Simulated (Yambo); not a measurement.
G0W0@PBEsol for CsNO3 (space group Pmmn, No. 59) in Yambo. Reference settings: 2×2×2 Γ-centred k mesh, 321 bands and a 8 Ry block in the screening, 321 bands in G with the Bruneval-Gonze terminator, plasmon pole fitted at 27.2 eV. The PBEsol gap (0, 0, -0.5) → (0, 0, -0.5) on this mesh is 3.09 eV; G0W0 gaps are taken between the same points.

The settings were changed. The gap went from 6.90 eV to 6.79 eV, and the shift of the valence edge from -1.63 eV to -1.39 eV.

Question: Which change was made?
A. 118 bands in W, 118 bands in G
B. 118 bands in G
C. no random integration
D. 205 bands in W, 205 bands in G

Answer: C, no random integration. The others gave (gap, valence shift): 118 bands in W, 118 bands in G: 7.04, -1.51 eV; 118 bands in G: 6.92, -1.63 eV; 205 bands in W, 205 bands in G: 6.94, -1.57 eV.

Geometry of the Materials Project entry, not relaxed at this level; primitive cell a = 5.5504 Å, b = 6.1549 Å, c = 5.0793 Å, α = 90.00°, β = 90.00°, γ = 90.00°.

The structure is a Materials Project entry; no match was found in the copy of COD used, and its stability was not checked.

A shift is the quasiparticle energy of the state minus its PBEsol energy.
